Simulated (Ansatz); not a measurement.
SiRh2:
```
CELL_PARAMETERS angstrom
      5.35596     0.00000     0.00000
      0.00000     3.92021     0.00000
      0.00000     0.00000     7.40031
ATOMIC_POSITIONS crystal
  Si 0.28344 0.25000 0.89509
  Si 0.71656 0.75000 0.10491
  Si 0.21656 0.75000 0.39509
  Si 0.78344 0.25000 0.60491
  Rh 0.52678 0.75000 0.79928
  Rh 0.47322 0.25000 0.20072
  Rh 0.97322 0.25000 0.29928
  Rh 0.02678 0.75000 0.70072
  Rh 0.83834 0.25000 0.93032
  Rh 0.16166 0.75000 0.06968
  Rh 0.66166 0.75000 0.43032
  Rh 0.33834 0.25000 0.56968
```

Relaxed with PBEsol. Special points in fractions of this cell's reciprocal vectors: Γ (0.000, 0.000, 0.000); X (0.500, 0.000, 0.000); S (0.500, 0.500, 0.000); Y (0.000, 0.500, 0.000); Z (0.000, 0.000, 0.500); U (0.500, 0.000, 0.500); R (0.500, 0.500, 0.500); T (0.000, 0.500, 0.500).

Problem. List the band energies nearest the Fermi level at these points for plane-wave PAW PBEsol with spin–orbit coupling (Ansatz code).

Solution. In eV from the Fermi level; about four levels below and three above (degenerate sets whole), none deeper than 8.9 eV; points with the same levels are listed once.

| k | below | above |
|---|---|---|
| Γ | -0.45 -0.45 -0.02 -0.02 | 0.02 0.02 0.18 0.18 |
| X | -0.17 -0.17 -0.17 -0.17 | 0.22 0.22 0.22 0.22 |
| S | -0.85 -0.85 -0.85 -0.85 | 0.33 0.33 0.33 0.33 |
| Y | -0.82 -0.82 -0.82 -0.82 | 0.01 0.01 0.01 0.01 |
| Z | -0.03 -0.03 -0.03 -0.03 | 0.96 0.96 0.96 0.96 |
| U | -0.46 -0.46 -0.46 -0.46 | 0.10 0.10 0.10 0.10 |
| R | -0.96 -0.96 -0.96 -0.96 | 0.50 0.50 0.50 0.50 |
| T | -0.57 -0.57 -0.57 -0.57 | 0.17 0.17 0.17 0.17 |

Space group Pnma. The workflow started from a Materials Project entry (that database holds measured and hypothetical structures alike); the Crystallography Open Database copy checked does not list it. Whether it is the stable phase at ambient conditions was not checked. The PBEsol relaxation kept the symmetry of its start; its stability against distortions is not shown here. The run is not spin-polarised.

Potentials: the later of the program's two PAW sets.
